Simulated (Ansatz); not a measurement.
## Mg, one cell by several methods

```
Mg
1.0
     3.14432    0.00000    0.00000
    -1.57216    2.72306    0.00000
     0.00000    0.00000    5.10487
Mg
2
Direct
  0.33333 0.66667 0.25000
  0.66667 0.33333 0.75000
```

Atom numbers follow the list: Mg1, Mg2.

The conventional cell has a = 3.144 Å, b = 3.144 Å, c = 5.105 Å, α = 90.00°, β = 90.00°, γ = 120.00°. Around Mg (atom 1) lie 12 Mg at 3.13 to 3.14 Å.

The cell is COD entry 9008506, as deposited and not checked against the literature; nothing was relaxed. The listed cell was then made from it by scaling, straining or moving an atom.

Methods: DFT, PBEsol, PAW with Ansatz's default frozen-core files, scalar-relativistic (Ansatz 0.2.0); DFT, PBEsol, all-electron PAW with datasets made for the crystal, scalar-relativistic (Ansatz 0.2.0); DFT, PBEsol, all-electron LAPW, scalar-relativistic (Ansatz 0.2.0).

For PAW: a Γ-centred 12×12×7 k mesh, Fermi–Dirac smearing of 0.08 eV, cutoff 420 eV, no spin polarisation; the PAW files were made with PBE, and the program remakes their frozen cores for this functional. The crystal-made all-electron datasets (AE datasets) take a cutoff of 120 eV at this cell. LAPW targets a basis error of 0.5 meV/atom. The Ansatz runs share mesh, smearing and spin set-up. Plane-wave (PAW) pressures include the program's estimate of the Pulay term.

Stress and pressure are positive in compression.

The change that made this cell: volume scaled by 0.9405.

```
       quantity   PAW  AE datasets  LAPW
 pressure (GPa)  1.17         1.14  1.15
stress xx (GPa)  1.45         1.43  1.43
stress zz (GPa)  0.60         0.58  0.58
```

PAW's pressure differs from the LAPW value by +0.02 GPa.
